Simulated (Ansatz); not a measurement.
Mo₂C (space group Pbcn)

```yaml
crystal:
  lattice:
    - [4.70497, 0.00000, 0.00000]
    - [0.00000, 6.00996, 0.00000]
    - [0.00000, 0.00000, 5.17639]
  atoms:
    - { symbol: Mo, position: [0.24590, 0.87746, 0.07967] }
    - { symbol: Mo, position: [0.75410, 0.12254, 0.92033] }
    - { symbol: Mo, position: [0.25410, 0.62254, 0.57967] }
    - { symbol: Mo, position: [0.74590, 0.37746, 0.42033] }
    - { symbol: Mo, position: [0.74590, 0.62254, 0.92033] }
    - { symbol: Mo, position: [0.25410, 0.37746, 0.07967] }
    - { symbol: Mo, position: [0.75410, 0.87746, 0.42033] }
    - { symbol: Mo, position: [0.24590, 0.12254, 0.57967] }
    - { symbol: C, position: [0.50000, 0.87720, 0.75000] }
    - { symbol: C, position: [0.50000, 0.12280, 0.25000] }
    - { symbol: C, position: [0.00000, 0.62280, 0.25000] }
    - { symbol: C, position: [0.00000, 0.37720, 0.75000] }
```

The slice is a (001) plane (indices of the conventional cell) through the point (0.500, 0.123, 0.250) (fractional), spanned by u = [100] and v = [010] in vectors of this cell: u (4.70 Å) and v (6.01 Å, at 90° to u). It covers one period; positions are fractions (u, v).

Calculation: PBEsol (plane waves to 420 eV, PAW, scalar-relativistic; Ansatz, a first-principles code). k mesh 8×6×7. Inside the PAW spheres the values are not all-electron values, and peaks at nuclei hang on which shells count as valence. Mo2C is run without spin polarisation. Mo2C was relaxed with its symmetry unable to fall.

Question: Sketch the valence electron density on this plane as a map.

Answer: 
```
|@@%*=:.      .:=*%@|
|@%#+=-:..  ..:-=+#%|
|#**+==-:....:-==+**|
|===++++-::::-++++==|
|--=+##*=-::-=*##+=-|
|:-=+###+-::-+###+=-|
|::-+*#*=----=*#*+-:|
|.::=+++======+++=::|
|...:-==+*##*+==-:..|
|  ..:-+*%@@%*+-:.. |
|   .:-+#@@@@#+-:.  |
|   .:-+%@@@@%+-:.  |
|   .:-+#@@@@#+-:.  |
|  ..:-+*%@@%*+-:.. |
|..:--==+****+==--:.|
|::-=+++======+++=-:|
|::=+##*+----+*##+=:|
|:-=*##*+-::-+*##*=-|
|--=+*#*=-::-=*#*+=-|
|====++=-:..:-=++===|
|#*++=--:....:--=++*|
|@%#+=::.    .::=+#%|
|@@%*=:.      .:=*%@|
|@@@#=:.      .:=#@@|
```
Scale: ten equal steps from -0.84 (start of ' ') to 0.25 (end of '@'), in the order ' .:-=+*#%@'. Values: log₁₀ of the valence density in e/Å³. The map has 19 points along u (one character each, u = 0 at the left) and 24 along v (v = 0 in the bottom row). The scale is logarithmic, as a density can span decades between atoms and voids.
